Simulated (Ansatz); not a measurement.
Ansatz 0.2.0, relaxation: Si

The command:

```bash
ansatz run input.yaml --threads 1 --pin off --max-ram 2560MiB --backend cpu --events-out ev --progress --plain --runs-dir out
```

The input file (Ansatz 0.2.0, plane waves):

```yaml
crystal:
  lattice:
    - [0.0, 2.754349, 2.754349]
    - [2.754349, 0.0, 2.754349]
    - [2.754349, 2.754349, 0.0]
  atoms:
    - { symbol: Si, position: [0.0, 0.0, 0.0] }
    - { symbol: Si, position: [0.25, 0.25, 0.25] }
  symmetry: { tolerance: 0.0003 }
kpoints:
  mp_grid: { grid: [6, 6, 6], shift: [0, 0, 0] }
magnetization:
  spin_polarized: false
scf:
  occupations: { method: fermi_dirac }
hamiltonian:
  pseudopotentials: { kind: paw }
  xc: pbe
basis:
  ecutwfc: 420
output:
  forces: true
  stress: true
  eigenvalues: true
relax:
  max_steps: 40
  cell: {}
  f_tol: 0.02
  max_displacement: 0.3
```

Origin of the cell: a database entry, scaled a little.

The smearing width isn't typed, so it takes its default of 0.1 eV.

Output (shortened):

```
Pseudopotentials: kind: paw
Pseudopotential: Si, paw, valence charge 4, recommended cutoff 420 eV (normal), Si.paw.azcp
Functional definition: PBE
  exchange = pbe_x(kappa = kappa, mu = beta*pi^2/3)
  correlation = pbe_c(beta = beta)
Crystal: 2 atoms, lattice volume = 41.791 Å³
Basis set: ecut = 420 eV, 869 PW (Γ), exchange–correlation on 54×54×54 points (8 copies of the dense FFT grid, shifted against one another)
Bands: 8, of which v1, the nominal top of the filled ones, is band 4 counted from 1 (3 counted from 0)
Symmetry: 48 space group operations
Space group: Fd-3m (ITA 227), of the structure as read, at distance tolerance 1.0e-3 Å
k-points: 16 of 216
Initial density: superposition of atomic densities (neutral atoms: chi_scale 0, normalization atom), corrected by the library's trained network
Functional: x = pbe(κ = 0.804, μ = 0.219515), c = pbe(β = 0.066725)
SCF iter   1: F=—  HF=-1271.591962 eV  Δρ=1.13e-3  dr2=3.41e-4
SCF iter   2: F=—  HF=-1271.592277 eV  Δρ=4.67e-4  dr2=5.07e-5
SCF iter   3: F=—  HF=-1271.592327 eV  Δρ=8.81e-5  dr2=1.99e-6
SCF iter   4: F=-1271.592329 eV  HF=-1271.592329 eV  Δρ=1.07e-5  dr2=3.06e-8
SCF iter   5: F=-1271.592329 eV  HF=-1271.592329 eV  Δρ=9.82e-7  dr2=1.60e-10
SCF iter   6: F=-1271.592329 eV  HF=-1271.592329 eV  Δρ=1.96e-8  dr2=1.56e-13
relax step   1: F+E_penalty+E_count = -1271.592329 eV  Δ(F+E_penalty+E_count) = +0.000e0 eV  max|allowed force component| = 3.701e-17 eV/Å  Δτ_max = 0.0000 Å  P = -1.742 GPa  Ω = 41.791 Å³  ( […]
relax step   2: F+E_penalty+E_count = -1271.596870 eV  Δ(F+E_penalty+E_count) = -4.541e-3 eV  max|allowed force component| = 1.018e-16 eV/Å  Δτ_max = 0.0000 Å  P = -0.386 GPa  Ω = 41.127 Å³ […]
relax step   3: F+E_penalty+E_count = -1271.597110 eV  Δ(F+E_penalty+E_count) = -2.404e-4 eV  max|allowed force component| = 5.551e-17 eV/Å  Δτ_max = 0.0000 Å  P = +0.013 GPa  Ω = 40.942 Å³ […]
relax step   4: F+E_penalty+E_count = -1271.597013 eV  Δ(F+E_penalty+E_count) = +9.759e-5 eV  max|allowed force component| = 4.626e-17 eV/Å  Δτ_max = 0.0000 Å  P = +0.009 GPa  Ω = 40.942 Å³  stress off target by 8.98e-3 GPa […]
SCF 4 converged in 4 iterations: F = -1271.597013 eV  dr2 = 1.16e-11
basis re-selected at this cell: Δ(F+E_penalty+E_count) = +9.759e-5 eV, ΔP = -0.004 GPa vs the last step (what re-selecting the basis moved, of the pressure what is left beyond the Pulay corre […]
SCF converged after 4 iterations
Free energy (F): -1271.597013 eV
Harris-Foulkes:  -1271.597013 eV  (|F-HF|=1.30e-11)
Internal energy: -1271.595643 eV  (E = F + TS)
E sigma→0 (E₀):  -1271.596328 eV
Entropy (-TS):   -0.001369 eV (-0.685 meV/atom)
Fermi energy:    6.310867 eV
--- Per-component energies (eV) ---
  E_band       = 8.057150
  E_kinetic    = 80.216963
  E_local      = -56.253593  (includes V_loc(G=0)·N_el)
  E_nonlocal   = 51.714814
  E_hartree    = 15.236692
  E_xc         = -110.116904
  E_vxc        = -93.150779  (∫ρ·V_xc dr)
  E_paw        = -1025.549788  (= ΣΔE_a)
  E_vpaw       = -4.943654  (= ΣTr[D̂ρ^β])
  E_aug_tail   = 0.000013  (compensation charges beyond the density's cutoff)
  E_ewald      = -226.843839
  E_smearing   = -0.001369  (= −TS)
  Σ components = -1271.597013   (vs F -1271.597013, Δ=0.00e0)
--- Forces (eV/Å), atoms counted from 1 ---
  atom   1  Si    -0.000000    -0.000000     0.000000
  atom   2  Si     0.000000    -0.000000     0.000000
  max |Σ_I F_I| component: 5.32e-17 eV/Å
--- Stress (GPa, compression-positive) ---
        0.008976      -0.000000      -0.000000
       -0.000000       0.008976      -0.000000
       -0.000000      -0.000000       0.008976
  P = ⅓ Tr σ = 0.0090 GPa (0.090 kbar)
--- Relaxed structure (3 steps of the walk, 3 accepted, 1 SCFs on fresh bases) ---
  F+E_penalty+E_count = -1271.597013 eV   max|allowed force component| = 4.626e-17 eV/Å   (the final SCF, on the basis selected at the relaxed cell)
  cell:  # Å, volume = 40.9418 Å³
    - [0.0, 2.735555, 2.735555]
    - [2.735555, 0.0, 2.735555]
    - [2.735555, 2.735555, 0.0]
  atoms:
    - { symbol: Si, position: [0.0, 0.0, 0.0] }
    - { symbol: Si, position: [0.25, 0.25, 0.25] }
```

Caveats: the relaxation held the start's symmetry, so the end may be a saddle point.

The run took 1.8 s on 1 thread of Intel(R) Xeon(R) Platinum 8375C CPU @ 2.90GHz (Ice Lake), on a shared host, peak memory 0.36 GiB, from the program's own first density.
